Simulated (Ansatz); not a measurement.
# Run times of several calculations on HfO2 with Ta replacing Hf

HfO2 with Ta replacing Hf, neutral cell. Cell: 24 atoms, space group Fm-3m, a = 7.234 Å, b = 7.234 Å, c = 7.234 Å, α = 60.00°, β = 60.00°, γ = 60.00°.

All runs are DFT with Ansatz 0.2.0 on 1 thread of Arm Neoverse V2 (aarch64; 8 cores open to the job, memory cap 3.0 GiB, no GPU), a shared host.

Task: Rank the runs by wall time, shortest first.
A. single point, PBE, collinear spin, 420 eV, 3×3×3 k-points, smearing 0.01 eV
B. relaxation of the ions, PBE, collinear spin, 420 eV, 3×3×3 k-points, smearing 0.01 eV
C. single point at relaxed positions, r2SCAN, collinear spin, 500 eV, 3×3×3 k-points, smearing 0.01 eV

Result: A (56 s, 0.96 GiB), B (96 s, 0.97 GiB), C (2.7 min, 1.6 GiB).
